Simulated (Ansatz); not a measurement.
GaAs (zinc blende, F-43m) at seven volumes, LDA (plane waves, PAW; program Ansatz), scaled uniformly. One row is withheld.

```
V (Å³/atom)  P (GPa)
-----------  -------
20.006          8.72
20.666          5.31
21.325          2.43
21.985          0.00
22.644             ?
23.304         -3.79
23.963         -5.18
```

### Question
Fit the shown pressures and predict the withheld one.

### Answer
P = (3/2)B₀(x^(7/2) − x^(5/2))[1 + (3/4)(B′ − 4)(x − 1)] with x = (V₀/V)^(2/3). Least squares on the six rows gives V₀ = 21.985 Å³/atom, B₀ = 74.0 GPa, B′ = 4.73. At V = 22.644, x = 0.9805 and P = -2.04 GPa. The run itself gave -2.05 GPa.

The cell was relaxed with LDA under the symmetry of its start; phonons on a q-mesh show no instability.

Potentials: the later of the program's two PAW sets.
